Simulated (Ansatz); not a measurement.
## Every step of a relaxation of bcc V (100), 3 layers

DFT, PBE, PAW with Ansatz's default frozen-core files, scalar-relativistic (Ansatz 0.2.0); a Γ-centred 11×11×1 k mesh, Fermi–Dirac smearing of 0.05 eV, no spin polarisation. The run relaxes the atoms in the fixed cell.

Command: `ansatz run input.yaml --threads 1 --pin off --max-ram 3584MiB --backend cpu --events-out ev --progress --plain --runs-dir out` It took 7.2 s on 1 thread of AMD EPYC 9R45 96-Core Processor (Zen 5) (shared host), peak memory 0.43 GiB.

```yaml
crystal:
  lattice:
    - [2.9970992482, 0.0, 0.0]
    - [0.0, 2.9970992482, 0.0]
    - [0.0, 0.0, 18.9971]
  atoms:
    - { symbol: V, position: [0.0, 0.0, 0.4211169271] }
    - { symbol: V, position: [0.5, 0.5, 0.5] }
    - { symbol: V, position: [0.0, 0.0, 0.5788830729] }
kpoints:
  mp_grid: { grid: [11, 11, 1] }
scf:
  occupations: { method: fermi_dirac, width: 0.05 }
hamiltonian:
  xc: pbe
  pseudopotentials: { kind: paw }
output:
  forces: true
  stress: true
  eigenvalues: true
relax:
  f_tol: 0.01
  max_steps: 40
efield:
  axis: 3
  amplitude: 0
  dipole_correction: true
```

Each step lists its free energy a cell above the last geometry, and Cartesian positions (Å) with forces (eV/Å).

The first step:

```
step 1  dF = 297.02 meV
  V 0.0000 0.0000 8.0000   0.0000 0.0000 1.2908
  V 1.4986 1.4986 9.4985   0.0000 0.0000 0.0000
  V 0.0000 0.0000 10.9971   0.0000 0.0000 -1.2908
```

The cell is 1×1, so reconstructions are forbidden, and in slabs of four or five layers the relaxations can be far larger than at a real surface.

**Question.** Where does the relaxation end, and by which steps?

**Answer.** After 2 geometries, with a shortest distance of 2.491 Å. The further steps:
```
step 2  dF = 0.00 meV
  V 0.0000 0.0000 8.1886   0.0000 0.0000 -0.0095
  V 1.4986 1.4986 9.4985   0.0000 0.0000 0.0000
  V 0.0000 0.0000 10.8085   0.0000 0.0000 0.0095
step 3  dF = 0.00 meV  (same geometry, solved once more)
  V 0.0000 0.0000 8.1886   0.0000 0.0000 -0.0091
  V 1.4986 1.4986 9.4985   0.0000 0.0000 0.0000
  V 0.0000 0.0000 10.8085   0.0000 0.0000 0.0091
```
